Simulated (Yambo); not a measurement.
BaTiO$_{3}$ (space group P4mm, No. 99), G0W0@LDA in Yambo (4×4×4 mesh, plasmon pole; 8 Ry block, no terminator). The number N of bands in W and G is varied.

```
N    x = 1/N  gap A → Γ (eV)  shift of the valence edge (eV)
---  -------  --------------  ------------------------------
52   0.01923           3.585                           0.284
73   0.01370           3.545                           0.124
100  0.01000           3.496                          -0.010
127  0.00787               ?                               ?
```

Problem. Basis-set arguments suggest E = E∞ + A x. Fix A and E∞ from the two rows above the withheld one, predict the row at 127 bands, and test the form.

Solution. Gap: A = (3.496 − (3.545))/(0.01000 − 0.01370) = 13.2, E∞ = 3.364 eV, so 3.468 eV is predicted; the run gave 3.477 eV (miss 9 meV). The first two rows have slope 7.23, so the form doesn't hold yet over the whole range. Shift: A = (-0.010 − (0.124))/(0.01000 − 0.01370) = 36.2, E∞ = -0.372 eV, so -0.087 eV is predicted; the run gave -0.106 eV (miss 19 meV). The first two rows have slope 28.9, so the form doesn't hold yet over the whole range. The other settings are held fixed.

Geometry of the Materials Project entry, not relaxed at this level; primitive cell a = b = 3.9904 Å, c = 4.1027 Å, α = β = γ = 90.00°.

A shift is the quasiparticle energy of the state minus its LDA energy.
